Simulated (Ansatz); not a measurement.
A relaxed structure of SnSe. Space group Fm-3m (No. 225), rock salt type. These are PBEsol (plane waves to 420 eV, PAW, scalar-relativistic; Ansatz, a first-principles code) values and carry that method's errors.

```xyz
2
Lattice="0.0000 2.9751 2.9751 2.9751 0.0000 2.9751 2.9751 2.9751 0.0000" Properties=species:S:1:pos:R:3 pbc="T T T"
Sn     0.0000     0.0000     0.0000
Se     2.9751     2.9751     2.9751
```

For SnSe, the volume per atom is 26.33 Å³ and the band gap is no clear gap: the sampled points leave 0.15 eV away from the symmetry points, which may be a band crossing missed between them. The smallest direct gap comes out as 0.15 eV at k = (0, 0.0714, -0.4286). The shortest distances comes out as Se–Sn 2.98 Å and the k-mesh is 14×14×14.

No spin polarisation in the result.

It was reached from a disturbed copy of a P4/nmm (No. 129) cell, against which it lies -0.15 eV/atom.

The first start was generated by placing the elements on the sites of a structure type. A measured structure of SnSe has the same space group, Fm-3m (No. 225); the sites were not compared with it. Another known form has space group No. 62.
